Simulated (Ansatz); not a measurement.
Total density of states per atom from r²SCAN in the plane-wave PAW code Ansatz, in 0.25 eV bins, energy from the Fermi level:

```
E (eV) | states/eV/atom
    -7.85 |  0.00
    -7.60 |  0.00
    -7.35 |  0.00
    -7.10 |  0.00
    -6.85 |  0.00
    -6.60 | # 0.04
    -6.35 | ##### 0.22
    -6.10 | ###### 0.26
    -5.85 | ####### 0.31
    -5.60 | ########### 0.47
    -5.35 | ############### 0.64
    -5.10 | ########### 0.46
    -4.85 | ############ 0.51
    -4.60 | ########## 0.41
    -4.35 | ########### 0.48
    -4.10 | ############## 0.60
    -3.85 | ############### 0.61
    -3.60 | ############# 0.56
    -3.35 | ################# 0.71
    -3.10 | #################### 0.83
    -2.85 | ###################### 0.94
    -2.60 | ######################### 1.06
    -2.35 | ############################## 1.26
    -2.10 | ################### 0.78
    -1.85 | ############### 0.62
    -1.60 | ##################### 0.90
    -1.35 | ################## 0.76
    -1.10 | ################ 0.68
    -0.85 | ########## 0.43
    -0.60 | ########## 0.43
    -0.35 | ############# 0.56
    -0.10 | ############ 0.52
     0.15 | ################### 0.78
     0.40 | #################### 0.85
     0.65 | #################### 0.85
     0.90 | #################### 0.84
     1.15 | #################### 0.82
     1.40 | ############### 0.65
     1.65 | ############### 0.63
     1.90 | ############## 0.57
     2.15 | ############# 0.55
     2.40 | ########### 0.44
     2.65 | ########## 0.42
     2.90 | ############### 0.62
     3.15 | ################# 0.70
     3.40 | ################# 0.71
     3.65 | #################### 0.84
     3.90 | ############################ 1.17
     4.15 | ################# 0.72
     4.40 | ################### 0.79
     4.65 | ################ 0.68
```

**Question.** Pick the material that matches.
A) WC, zinc blende
B) W, fcc (Cu type)
C) Bi2W, C2/m (W on 4i, Bi on 4i, Bi on 4i)
D) Si2W, MoSi2 or CaC2 type

**Answer.** C, Bi2W, C2/m (W on 4i, Bi on 4i, Bi on 4i). Within 0.5 eV of the Fermi level: W 5d 66 %, Bi 6p 23 %, Bi 6s 5 %. Projections are on Löwdin-orthogonalised atomic valence shells; empty p or d shells of many metals are not among them.

The start of the workflow was typed in or built on a structure type; neither database checked (COD, Materials Project) lists it. Its standing as an ambient phase is unchecked. The r²SCAN relaxation kept the symmetry of its start; its stability against distortions is not shown here. No spin polarisation was allowed. The volume moved by -18 % from the start of the relaxation. Its formation energy is positive at this level, so the cell may be metastable or incomplete. Spin–orbit coupling is left out wherever it is not named.

Potentials: the earlier of the program's two PAW sets. The files were generated under PBE; for other functionals the program regenerates the frozen cores, and for LDA and PBEsol the local potential too.
